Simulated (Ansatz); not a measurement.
A geometry of Mo away from equilibrium: step 2 of the relaxation of a relaxed Mo cell, doubled along one cell vector, shaken by Gaussian noise of σ = 0.08 Å a coordinate. These are PBEsol (plane waves to 420 eV, PAW, scalar-relativistic; Ansatz, a quantum-chemistry and plane-wave program) values and carry that method's errors. Γ-centred k-mesh 7×4×13 on the run's cell (coarser than for final values), Fermi–Dirac smearing 0.05 eV.

```xyz
6
Lattice="5.1135 -0.0178 -0.0275 -5.1444 8.8660 0.0444 -0.0135 0.0048 2.5428" Properties=species:S:1:pos:R:3:forces:R:3 pbc="T T T" free_energy=-29376.588 pressure_GPa=0.2
Mo     2.4882    -0.0320     1.0266   -0.1923    0.0237   -1.0762
Mo    -0.1111     4.3937     1.0589   -0.2819   -0.3460   -0.9970
Mo     1.3567     2.2377     1.1230    0.5145    0.4989   -0.6911
Mo    -1.3001     6.6679     1.2254    0.0804    0.1385   -0.0454
Mo    -1.1190     2.0421     1.5846   -0.2211   -0.0954    1.6994
Mo    -3.8577     6.5666     1.4003    0.1002   -0.2196    1.1103
```

Positions in Å, forces in eV/Å, free energy of the cell in eV (comparable only within this code, potentials and settings). Largest force: 1.72 eV/Å, on Mo5 (atoms numbered as listed); the geometry lies 1.41 eV/atom above the end of its relaxation.

No spin polarisation in the result.

Of the parent cell (P6/mmm (No. 191)): it is a generated cell of Mo: the first start was made by placing the elements on the sites of a structure type, and the end was not matched to a known phase here, so it may be hypothetical. Known forms of Mo include space group No. 229.
